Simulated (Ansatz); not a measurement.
In:
```xyz
1
Lattice="-1.6104 1.6104 2.5259 1.6104 -1.6104 2.5259 1.6104 1.6104 -2.5259" Properties=species:S:1:pos:R:3 pbc="T T T"
In     0.0000     0.0000     0.0000
```

Relaxed with r²SCAN. Special points in fractions of this cell's reciprocal vectors: Γ (0.000, 0.000, 0.000); X (0.000, 0.000, 0.500); P (0.250, 0.250, 0.250); N (0.000, 0.500, 0.000); M (0.500, 0.500, -0.500); S (0.352, 0.648, -0.352); S0 (-0.352, 0.352, 0.352); R (-0.203, 0.203, 0.500); G (0.500, 0.500, -0.203).

Task: List the band energies nearest the Fermi level at these points for r²SCAN in the plane-wave PAW code Ansatz.

Result: In eV from the Fermi level; about four levels below and three above (degenerate sets whole), none deeper than 8.9 eV; … stands for higher levels left out; points with the same levels are listed once.

| k | below | above |
|---|---|---|
| Γ | – | 11.13 11.13 11.40 |
| X | -2.07 -1.37 | 3.44 4.19 … |
| P | -0.97 -0.15 -0.15 | 2.05 … |
| N | -4.45 -3.57 | 7.51 10.02 … |
| M | -3.33 -3.06 | 5.29 5.29 … |
| S | -2.69 -1.35 -0.75 | 6.95 … |
| R | -1.61 -0.42 | 0.21 1.44 … |

Space group I4/mmm (body-centred tetragonal). The r²SCAN relaxation kept the symmetry of its start. Spin–orbit coupling is left out wherever it is not named.

Potentials: the later of the program's two PAW sets.
